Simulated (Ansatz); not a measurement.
# TiPd: energy along a strain

TiPd, Pm-3m, a = 3.180 Å (as given, not relaxed at this level: -6.9 GPa). The structure is a COD entry; whether it is the stable form wasn't checked. Ansatz: PBEsol, PAW, 420 eV, Γ-centred 16×16×16 mesh on 2 atoms, Gaussian smearing 0.15 eV; no spin polarisation. Cell vectors (Å): 3.180 0.000 0.000; 0.000 3.180 0.000; 0.000 0.000 3.180. The cell is strained by x per cent times the pattern (0 0 1 0 0 0) in the order xx yy zz yz xz xy (engineering shears), with fractional coordinates held. y is the free energy over the start, V0 = 16.079 Å³/atom.

```tsv
x (%)	y (meV/atom)
-4.00	-18.56
-3.00	-15.76
-2.00	-11.66
-1.00	-6.39
0.00	0.00
1.00	7.51
2.00	16.14
3.00	25.92
4.00	?
```

Fit y = c1 x + c2 x² + c3 x³ to the other rows, get the stiffness along the pattern, and predict the missing energy.

Least squares on the rows shown. y = 6.9740 x + 0.56544 x² − 0.0041724 x³. The clamped-ion stiffness p·C·p = 2 × 5.654 eV × 160.2 / 16.079 Å³ = 113 GPa, which is C33 in these axes (C11 of the cubic crystal) (second derivative at the start, which stands under stress). At x = 4.00 the fit asked for gives 36.68 meV/atom. The run gave 36.79 meV/atom, so the fit is 0.11 meV/atom too low, a small miss on the scale of the series.